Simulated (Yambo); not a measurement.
BSE-type run in Yambo on TiO$_{2}$ (space group Pnma, No. 62), at zero momentum.

Quantum ESPRESSO step (PBEsol, PseudoDojo standard norm-conserving files, scalar-relativistic):
```
&CONTROL
  calculation = 'nscf'
  pseudo_dir = './pseudo'
  outdir = './out'
/
&SYSTEM
  ibrav = 0
  nat = 12
  ntyp = 2
  ecutwfc = 84.0
  ecutrho = 336.0
  occupations = 'fixed'
  force_symmorphic = .true.
  nbnd = 102
/
&ELECTRONS
  conv_thr = 1.2000000000000002e-08
  diago_full_acc = .true.
  diago_thr_init = 1e-08
/
ATOMIC_SPECIES
O 15.9990 O.upf
Ti 47.8670 Ti.upf
CELL_PARAMETERS angstrom
  9.459630000000   0.000000000000   0.000000000000
  0.000000000000   2.966240000000   0.000000000000
  0.000000000000   0.000000000000   4.880600000000
ATOMIC_POSITIONS crystal
O   0.471040000000   0.250000000000   0.294370000000
O   0.528960000000   0.750000000000   0.705630000000
O   0.028960000000   0.750000000000   0.794370000000
O   0.971040000000   0.250000000000   0.205630000000
O   0.267760000000   0.250000000000   0.636620000000
O   0.732240000000   0.750000000000   0.363380000000
O   0.232240000000   0.750000000000   0.136620000000
O   0.767760000000   0.250000000000   0.863380000000
Ti   0.636790000000   0.250000000000   0.571410000000
Ti   0.363210000000   0.750000000000   0.428590000000
Ti   0.863210000000   0.750000000000   0.071410000000
Ti   0.136790000000   0.250000000000   0.928590000000
K_POINTS automatic
2 6 4 0 0 0
```

Yambo input:
```
rim_cut
optics
bse
bss
dipoles
em1s
RandQpts= 1000000
RandGvec= 1 Ry
FFTGvecs= 40 Ry
Chimod= "HARTREE"
BSKmod= "SEX"
BSEmod= "resonant"
BSSmod= "hs"
BSENGexx= 15 Ry
BSENGBlk= 3 Ry
% KfnQP_E
 1.591 | 1.0 | 1.0 |
%
% BSEQptR
 1 | 1 |
%
% BSEBands
 29 | 63 |
%
% BEnRange
 0.0 | 9.2 | eV
%
% BDmRange
 0.15 | 0.15 | eV
%
BEnSteps= 184
% BLongDir
 0.0 | 0.0 | 1.0 |
%
BSHayTrs= -0.02
BSSNEig= 24
WRbsWF
% BndsRnXs
 5 | 98 |
%
NGsBlkXs= 3 Ry
% LongDrXs
 1.0 | 1.0 | 1.0 |
%
```

From the report:

The dimension is k points × valence × conduction bands = 48 × 20 × 15 = 14400.
```
  [SLEPC] Approach                          : Krylov-Schur
  [SLEPC] Number of requested eigenvalues   :  24
  [SLEPC] Number of eigenvalues        [NEV]:  24
   [K] Dimension                                    :  14400
   [K] Bands                                        :   29   63
   [K] Exchange res                                 : yes
   [K] Correlation res                              : yes
   [K] W interaction is bare                        : no
   [K] RL vectors exchange                          :   919
   [K] RL vectors correlation                       :   85
   [W] Matrix size                                  :   85
   [W] Bands                                        :    5   98
   [W] Coulomb Cutoff                               : none
   [W] Hxc Kernel                                   : HARTREE
```

Geometry of the Materials Project entry, not relaxed at this level.

This is not the ordinary phase of the substance.
